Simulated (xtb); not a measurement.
xtb single point, GFN2-xTB, ALPB implicit water, on phosphorus nitride, PN (SMILES N#P), charge 0, multiplicity 1.

```
xtb m.xyz --gfn 2 --chrg 0 --uhf 0 --norestart --sp --alpb water

2

N      0.729000    -0.017100     0.008900
P     -0.729000     0.017100    -0.008900
```

The program's output:

```

          ...................................................
          :                      SETUP                      :
          :.................................................:
          :  # basis functions                  14          :
          :  # atomic orbitals                  13          :
          :  # shells                            5          :
          :  # electrons                        10          :
          :  max. iterations                   250          :
          :  Hamiltonian                  GFN2-xTB          :
          :  restarted?                      false          :
          :  GBSA solvation                   true          :
          :  PC potential                    false          :
          :  electronic temp.          300.0000000     K    :
          :  accuracy                    1.0000000          :
          :  -> integral cutoff          0.2500000E+02      :
          :  -> integral neglect         0.1000000E-07      :
          :  -> SCF convergence          0.1000000E-05 Eh   :
          :  -> wf. convergence          0.1000000E-03 e    :
          :  Broyden damping             0.4000000          :
          :  net charge                          0          :
          :  unpaired electrons                  0          :
          ...................................................

 iter      E             dE          RMSdq      gap      omega  full diag
   1     -5.3767253 -0.537673E+01  0.230E+01    4.56       0.0  T
   2     -5.4409504 -0.642251E-01  0.799E+00    3.48       1.0  T
   3     -5.4479603 -0.700990E-02  0.881E+00    3.68       1.0  T
   4     -5.4594623 -0.115020E-01  0.163E+00    3.13       1.0  T
   5     -5.4594727 -0.104724E-04  0.191E+00    3.30       1.0  T
   6     -5.4611934 -0.172071E-02  0.622E-01    3.22       1.0  T
   7     -5.4614629 -0.269417E-03  0.556E-02    3.26       1.3  T
   8     -5.4614645 -0.164383E-05  0.174E-02    3.25       4.1  T
   9     -5.4614647 -0.202048E-06  0.577E-03    3.25      12.2  T
  10     -5.4614647 -0.227877E-07  0.753E-04    3.25      93.9  T
  11     -5.4614647 -0.393776E-09  0.328E-04    3.25     215.5  T

   *** convergence criteria satisfied after 11 iterations ***

         #    Occupation            Energy/Eh            Energy/eV
      -------------------------------------------------------------
         1        2.0000           -0.6588279             -17.9276
         2        2.0000           -0.5316069             -14.4658
         3        2.0000           -0.4397569             -11.9664
         4        2.0000           -0.4397569             -11.9664
         5        2.0000           -0.4057819             -11.0419 (HOMO)
         6                         -0.2862165              -7.7883 (LUMO)
         7                         -0.2862165              -7.7883
         8                         -0.0453397              -1.2338
         9                         -0.0144687              -0.3937
        10                         -0.0144687              -0.3937
       ...                                ...                  ...
        13                          1.0065108              27.3886
      -------------------------------------------------------------
                  HL-Gap            0.1195654 Eh            3.2535 eV
             Fermi-level           -0.3459992 Eh           -9.4151 eV


         :::::::::::::::::::::::::::::::::::::::::::::::::::::
         ::                     SUMMARY                     ::
         :::::::::::::::::::::::::::::::::::::::::::::::::::::
         :: total energy              -5.395853988368 Eh    ::
         :: total w/o Gsasa/hb        -5.394241839051 Eh    ::
         :: gradient norm              0.005158534133 Eh/a0 ::
         :: HOMO-LUMO gap              3.253539475714 eV    ::
         ::.................................................::
         :: SCC energy                -5.461464723195 Eh    ::
         :: -> isotropic ES            0.010584159213 Eh    ::
         :: -> anisotropic ES          0.008569691040 Eh    ::
         :: -> anisotropic XC          0.009707995653 Eh    ::
         :: -> dispersion             -0.000588072972 Eh    ::
         :: -> Gsolv                  -0.003871162476 Eh    ::
         ::    -> Gelec               -0.002259013159 Eh    ::
         ::    -> Gsasa               -0.001335819188 Eh    ::
         ::    -> Ghb                 -0.001357089827 Eh    ::
         ::    -> Gshift               0.001080759698 Eh    ::
         :: repulsion energy           0.065610734827 Eh    ::
         :: add. restraining           0.000000000000 Eh    ::
         :: total charge               0.000000000000 e     ::
         :::::::::::::::::::::::::::::::::::::::::::::::::::::

           -------------------------------------------------
          |                Property Printout                |
           -------------------------------------------------

    * Orbital Energies and Occupations

         #    Occupation            Energy/Eh            Energy/eV
      -------------------------------------------------------------
         1        2.0000           -0.6588279             -17.9276
         2        2.0000           -0.5316069             -14.4658
         3        2.0000           -0.4397569             -11.9664
         4        2.0000           -0.4397569             -11.9664
         5        2.0000           -0.4057819             -11.0419 (HOMO)
         6                         -0.2862165              -7.7883 (LUMO)
         7                         -0.2862165              -7.7883
         8                         -0.0453397              -1.2338
         9                         -0.0144687              -0.3937
        10                         -0.0144687              -0.3937
        11                          0.1578734               4.2960
        12                          0.1578734               4.2960
        13                          1.0065108              27.3886
      -------------------------------------------------------------
                  HL-Gap            0.1195654 Eh            3.2535 eV
             Fermi-level           -0.3459992 Eh           -9.4151 eV

     #   Z          covCN         q      C6AA      α(0)
     1   7 N        0.861    -0.270    27.286     7.583
     2  15 P        0.861     0.270   173.775    24.500

 Mol. C6AA /au·bohr⁶  :        334.334487
 Mol. C8AA /au·bohr⁸  :      14888.211005
 Mol. α(0) /au        :         32.083497

Wiberg/Mayer (AO) data.
largest (>0.10) Wiberg bond orders for each atom

 ---------------------------------------------------------------------------
     #   Z sym  total        # sym  WBO       # sym  WBO       # sym  WBO
 ---------------------------------------------------------------------------
     1   7 N    3.100 --     2 P    3.100
     2  15 P    3.100 --     1 N    3.100
 ---------------------------------------------------------------------------


molecular dipole:
                 x           y           z       tot (Debye)
 q only:       -0.744       0.017      -0.009
   full:       -0.929       0.022      -0.011       2.362
molecular quadrupole (traceless):
                xx          xy          yy          xz          yz          zz
 q only:        0.000      -0.000      -0.000       0.000      -0.000      -0.000
  q+dip:        0.314      -0.011      -0.157       0.006      -0.000      -0.157
   full:       -2.083       0.073       1.041      -0.038       0.001       1.042

           -------------------------------------------------
          | TOTAL ENERGY               -5.395853988368 Eh   |
          | GRADIENT NORM               0.005158534133 Eh/α |
          | HOMO-LUMO GAP               3.253539475714 eV   |
           -------------------------------------------------
```

The total energy is -146.83 eV, -0.07 eV from the same level's vacuum run.
